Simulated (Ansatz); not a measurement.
Pd:
```
Pd
1.0
    0.00000     1.95518     1.95518
    1.95518     0.00000     1.95518
    1.95518     1.95518     0.00000
Pd
1
Direct
  0.00000   0.00000   0.00000
```

Relaxed with r²SCAN. Special points in fractions of this cell's reciprocal vectors: Γ (0.000, 0.000, 0.000); X (0.500, 0.000, 0.500); U (0.625, 0.250, 0.625); K (0.375, 0.375, 0.750); L (0.500, 0.500, 0.500); W (0.500, 0.250, 0.750).

Q: List the band energies nearest the Fermi level at these points for DFT-r²SCAN in the program Ansatz with PAW potentials.

A: In eV from the Fermi level; about four levels below and three above (degenerate sets whole), none deeper than 8.9 eV; … stands for higher levels left out; points with the same levels are listed once.

```csv
k,below,above
Γ,-7.00 -2.85 -2.85 -2.85,…
X,-5.40 -5.13 -0.10,0.30 0.30 …
U,-4.15 -1.94 -0.99 -0.15,…
L,-2.92 -2.92 -0.04 -0.04,…
W,-4.33 -3.37 -3.37 -1.35,0.30 …
```

Space group Fm-3m (fcc (Cu type)). The cell was relaxed with r²SCAN under the symmetry of its start. No spin polarisation was allowed. Scalar-relativistic: spin–orbit coupling is off unless named, which matters more the heavier the elements.

Potentials: the earlier of the program's two PAW sets.
